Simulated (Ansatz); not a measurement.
The calculation used DFT PBE, scalar-relativistic, plane waves, PAW in Ansatz 0.2.0. All cells share a 420 eV cutoff and Γ-centred k meshes spaced at most about 0.3 Å⁻¹ (about 0.25 or finer for metals, 2π included). No spin polarisation in the final relaxations.

These are static total energies at zero pressure. All come from trial cells, and lower structures may exist.

Question: Which of these relaxed structures of Al3BiO is the lowest in energy?
A.

Space group P4/mmm (No. 123). a = 5.162 Å, b = 5.162 Å, c = 3.655 Å, α = 90.00°, β = 90.00°, γ = 90.00°
| atom | site | symmetry | x | y | z |
| --- | --- | --- | --- | --- | --- |
| Al | 1a | 4/mmm | 0.0000 | 0.0000 | 0.0000 |
| Al | 2e | mmm. | 0.0000 | 0.5000 | 0.5000 |
| Bi | 1c | 4/mmm | 0.5000 | 0.5000 | 0.0000 |
| O | 1b | 4/mmm | 0.0000 | 0.0000 | 0.5000 |

B.

Space group P4mm (No. 99). a = 4.033 Å, b = 4.033 Å, c = 6.722 Å, α = 90.00°, β = 90.00°, γ = 90.00°
```tsv
atom	site	symmetry	x	y	z
Al	2c	2mm.	0.0000	0.5000	0.7264
Al	1a	4mm	0.0000	0.0000	0.9946
Bi	1a	4mm	0.0000	0.0000	0.4080
O	1b	4mm	0.5000	0.5000	0.7063
```

C.

Space group Pm-3m (No. 221). a = 4.506 Å, b = 4.506 Å, c = 4.506 Å, α = 90.00°, β = 90.00°, γ = 90.00°
```
atom  site  symmetry       x       y       z
  Al    3c    4/mm.m  0.5000  0.5000  0.0000
  Bi    1a      m-3m  0.0000  0.0000  0.0000
   O    1b      m-3m  0.5000  0.5000  0.5000
```

D.

Space group P6/mmm (No. 191). a = 5.231 Å, b = 5.231 Å, c = 4.774 Å, α = 90.00°, β = 90.00°, γ = 120.00°
```json
{"atom": "Al", "site": "3g", "symmetry": "mmm", "x": "0.5000", "y": "0.0000", "z": "0.5000"}
{"atom": "Bi", "site": "1a", "symmetry": "6/mmm", "x": "0.0000", "y": "0.0000", "z": "0.0000"}
{"atom": "O", "site": "1b", "symmetry": "6/mmm", "x": "0.0000", "y": "0.0000", "z": "0.5000"}
```

Answer: B. It has space group P4mm (No. 99); the next, A, with space group P4/mmm (No. 123), lies 93 meV/atom higher. Counting Al or Bi atoms around O (for each partner element, those within 1.25 times its shortest distance or 1.15 times the sum of covalent radii, where it is the nearest in units of that sum or under 1.3), the lowest has O 4 and the next has O 2.

Spin–orbit coupling, which can matter for Bi, is left out. Cells relaxed within their symmetry can be saddle points. Some types were kept out of the candidates beforehand, so the set may lack a known form.
